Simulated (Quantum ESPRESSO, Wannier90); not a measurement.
## Mg₃ZnO₄ (Pm-3m), plane waves to Wannier functions

```xyz
8
Lattice="4.2801 0.0000 0.0000 0.0000 4.2801 0.0000 0.0000 0.0000 4.2801" Properties=species:S:1:pos:R:3 pbc="T T T"
Mg     0.0000     2.1400     2.1400
Mg     2.1400     0.0000     2.1400
Mg     2.1400     2.1400     0.0000
Zn     0.0000     0.0000     0.0000
O      2.1400     0.0000     0.0000
O      0.0000     2.1400     0.0000
O      0.0000     0.0000     2.1400
O      2.1400     2.1400     2.1400
```

Materials Project entry mp-1024045; symmetrised, unrelaxed at this level. Not found in the COD (Crystallography Open Database) copy used; not checked further. Level: LDA, no spin polarisation, no spin-orbit coupling; pw.x of Quantum ESPRESSO at 68 Ry with PseudoDojo potentials, 6×6×6 k-points, Wannier90. Density: 8×8×8 mesh, cold smearing 0.01 Ry.

Bands 21-37 form an isolated set from -6.57 to 0.00 eV relative to the valence-band maximum (on the path) and are turned into 17 Wannier functions by minimising the spread from the start: atomic waves O 2p, Zn 3d.

### Question
Where do the functions sit, how wide are they and what are they made of?

### Answer
| functions | spread (Å²) | nearest atom, distance (Å) | second atom, distance (Å) | weight on atomic waves |
|---|---|---|---|---|
| 2 | 0.42 | Zn 0.00 | O 2.14 | Zn 3d 98 % |
| 3 | 0.38 | Zn 0.00 | O 2.14 | Zn 3d 100 % |
| 6 | 0.94 | O 0.00 | Mg 2.14 | O 2p 91 %, Mg 3s 5 % |
| 3 | 1.14 | O 0.00 | Mg 2.14 | O 2p 87 %, Zn 4s 8 % |
| 3 | 0.95 | O 0.00 | Mg 2.14 | O 2p 91 %, Mg 3s 5 % |

Ω_I = 13.74 Å², Ω_total = 13.92 Å²; the interpolated bands follow pw.x to 0.7 meV rms on the path. Only this start was tried; a symmetric start can stop on a saddle, and mixtures of these functions could lower the total by at most Ω_total − Ω_I.
